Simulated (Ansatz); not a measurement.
**Two states of EuGeTe**

```
Eu Te Ge
1.0
     4.13825    0.00000    0.00000
     0.00000    4.13825    0.00000
     0.00000    0.00000    9.08917
Eu Te Ge
2 2 2
Cartesian
  0.0000 2.0691 2.1905
  2.0691 0.0000 6.8987
  0.0000 2.0691 5.6353
  2.0691 0.0000 3.4539
  0.0000 0.0000 0.0000
  2.0691 2.0691 0.0000
```

Method: PBE; PAW, plane waves to 420 eV, 4×4×2 (shifted by 0.5, 0.5, 0.5 steps) mesh, fermi-dirac occupations (width 0.0614 eV) (Ansatz 0.2.0), atoms fixed.

State A: Eu1 up, Eu2 up (collinear spin). State B: Eu1 up, Eu2 down (collinear spin).

Question: Compare the two self-consistent states.

Answer: They are level within 1 meV an atom.

```csv
state,free energy (meV/atom),largest moment in a small sphere (μB),net moment (μB/cell),gap on mesh (eV),pressure (GPa),largest force (eV/Å)
A,0.9,6.53,13.26,metal,3.0,1.56
B,0.0,6.53,0.00,metal,3.0,1.49
```

Origin: a known structure type with other elements, at an estimated volume, so it need not be a known compound. Caveats: the k mesh is coarse if the cell is a metal; f shells without a U or exact exchange are poorly placed; atoms or cell far from equilibrium.
